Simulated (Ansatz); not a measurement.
# In3P (I4/mmm)

Level of theory: Ansatz, DFT PBE, scalar-relativistic, plane waves, PAW.

Cutoff 420 eV; k points 14×14×14 on the computed 4-atom cell (Γ-centred); Gaussian smearing, width 0.10 eV; no spin polarisation.

The structure is relaxed at this level of theory with its symmetry kept, and needn't be the ground state of this composition.

```cif
data_structure
_symmetry_space_group_name_H-M 'I4/mmm'
_symmetry_Int_Tables_number 139
_cell_length_a 4.7047
_cell_length_b 4.7047
_cell_length_c 8.8783
_cell_angle_alpha 90.000
_cell_angle_beta 90.000
_cell_angle_gamma 90.000
_cell_volume 196.51
loop_
_atom_site_label
_atom_site_type_symbol
_atom_site_symmetry_multiplicity
_atom_site_Wyckoff_symbol
_atom_site_fract_x
_atom_site_fract_y
_atom_site_fract_z
_atom_site_occupancy
In1 In 2 b 0.50000 0.50000 0.00000 1
In2 In 4 d 0.00000 0.50000 0.25000 1
P1 P 2 a 0.00000 0.00000 0.00000 1
```

```json
{
  "Space group": "I4/mmm (No. 139)",
  "Volume per atom": "24.56 Å³",
  "Formation energy from the elements' standard states (uncorrected)": "+0.205 eV/atom",
  "Kohn–Sham band gap": "none (metal)",
  "Density of states at the Fermi level": "1.8 states/eV per cell",
  "Orbital (Löwdin) character within 0.5 eV of the Fermi level": "P 3p 38 %, In 5p 36 %, In 5s 22 %",
  "Bader charge by site (e)": "In (1 in the cell) 0.22, In (2 in the cell) 0.27, P (1 in the cell) -0.76"
}
```

The cell was found from a structure generator's guess, not taken from experiment. Löwdin shares on free-atom orbitals overweight diffuse shells.
